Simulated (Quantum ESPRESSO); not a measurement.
# TaLiTi6: a guest atom moved from site to site

Simulated, not a measurement. The program is pw.x of Quantum ESPRESSO 7.5 (plane-wave density functional theory). The cell is made up: eight metal atoms on a face-centred cubic lattice, with elements, volume, strain and displacements drawn at random and not relaxed, so it may be unstable or far from any real phase. PseudoDojo standard norm-conserving files set the functional (PBE unless stated); there is no spin polarisation or spin-orbit coupling, the Fermi-Dirac width of 0.25 eV means electrons at about 2900 K, and the masses in the input are unused placeholders. Heavy elements are run without spin-orbit coupling, which real alloys of them have. A spin test at this wide smearing found no moment, but such smearing suppresses magnetism that the real alloy may have.

The runs move one Li atom among sites that otherwise hold Ti. Cell, positions, cutoff, mesh and smearing stay as in the input of run 1; sites are counted in its order. Stress in the tables is positive in tension.

Input of run 1:

```
&control calculation='scf', pseudo_dir='./dojo.nc.sr.pbe.v0_5.standard.upf', outdir='./o', disk_io='medium', tprnfor=.true., tstress=.true. /
&system ibrav=0, nat=8, ntyp=3, nbnd=61, ecutwfc=84.00895049, nosym=.true., tot_charge=0,
 occupations='smearing', smearing='fd', degauss=0.0183746611
/
&electrons conv_thr=1.470e-08, electron_maxstep=70, mixing_beta=0.5 /
ATOMIC_SPECIES
Li 1.0 Li.upf
Ta 1.0 Ta.upf
Ti 1.0 Ti.upf
CELL_PARAMETERS angstrom
-4.2258 0.0 0.0
-2.1129 -4.2258 -2.1129
-2.1129 -4.2258 6.3386
ATOMIC_POSITIONS angstrom
Ta -0.0225 0.1159 -0.0042
Li -2.0532 -4.0834 2.1832
Ti -2.0601 -2.1493 0.2823
Ti -4.4869 -6.3447 2.0457
Ti -4.3307 -4.3964 4.5895
Ti -4.137 -4.3102 -0.2261
Ti -4.3007 -2.1272 1.9466
Ti -6.2982 -6.2815 4.2593
K_POINTS automatic
6 5 3 1 1 1
```

| run | elements on sites 1 to 8 | free energy less that of run 1 (eV) | -TS (eV) | pressure (GPa) | stress xx (GPa) | stress yy (GPa) | stress zz (GPa) | stress yz (GPa) | stress xz (GPa) | stress xy (GPa) | iterations |
| --- | --- | --- | --- | --- | --- | --- | --- | --- | --- | --- | --- |
| 1 | Ta Li Ti Ti Ti Ti Ti Ti | 0.000 | -2.533 | -3.31 | 2.47 | 3.93 | 3.54 | -0.36 | 0.60 | 0.11 | 21 |
| 2 | Ta Ti Li Ti Ti Ti Ti Ti | 0.171 | -2.555 | -5.39 | 4.59 | 5.21 | 6.36 | -0.46 | -0.08 | -0.21 | 23 |
| 3 | Ta Ti Ti Li Ti Ti Ti Ti | 0.089 | -2.514 | -3.10 | 2.64 | 2.86 | 3.78 | -0.20 | 0.54 | 0.21 | 22 |
| 4 | Ta Ti Ti Ti Ti Ti Li Ti | 0.194 | -2.601 | -4.45 | 4.53 | 3.80 | 5.02 | -0.46 | 0.23 | -0.21 | 22 |
| 5 | Ta Ti Ti Ti Ti Ti Ti Li | 0.276 | -2.532 | -4.31 | 3.64 | 4.39 | 4.90 | -0.70 | 0.17 | -0.02 | 21 |

Forces Fx Fy Fz (eV/Å):

| site | run 1 | run 2 | run 3 | run 4 | run 5 |
| --- | --- | --- | --- | --- | --- |
| 1 | 0.16 0.18 0.28 | 0.06 0.33 0.17 | 0.12 -0.02 0.37 | 0.11 0.24 0.35 | 0.02 -0.16 0.45 |
| 2 | -0.38 -0.70 0.05 | -0.53 -0.91 -0.02 | -0.44 -0.42 0.10 | -0.30 -0.94 0.23 | -0.57 -0.67 0.13 |
| 3 | -0.34 -0.60 -1.53 | -0.29 -0.26 -1.17 | -0.39 -0.69 -1.89 | -0.30 -0.34 -1.54 | -0.34 -0.43 -1.67 |
| 4 | 0.71 -0.21 0.17 | 0.83 0.22 0.19 | 0.61 0.17 0.13 | 0.67 0.09 0.29 | 0.76 0.03 -0.07 |
| 5 | 0.44 0.53 -0.80 | 0.42 0.48 -0.93 | 0.49 0.38 -0.88 | 0.43 0.39 -0.91 | 0.35 0.56 -1.02 |
| 6 | -0.59 0.74 0.60 | -0.54 0.23 0.75 | -0.59 0.77 0.88 | -0.48 0.63 0.77 | -0.56 0.77 0.78 |
| 7 | 0.61 0.21 0.97 | 0.63 0.08 0.91 | 0.73 0.05 0.77 | 0.46 -0.01 0.73 | 0.77 -0.06 1.23 |
| 8 | -0.61 -0.16 0.24 | -0.58 -0.17 0.11 | -0.54 -0.24 0.51 | -0.59 -0.06 0.07 | -0.43 -0.03 0.16 |

The sites are displaced and not relaxed, so the energy differences mix bonding between neighbours with strain and are not ordering energies. A rerun of one cell of this series at a higher cutoff and on a denser mesh moved values by no more than 0.002 eV in energy, 0.02 GPa in stress and 0.003 eV/Å in force, and a second program with other atomic files agreed on that cell to 2 % rms in force and 0.5 GPa in pressure.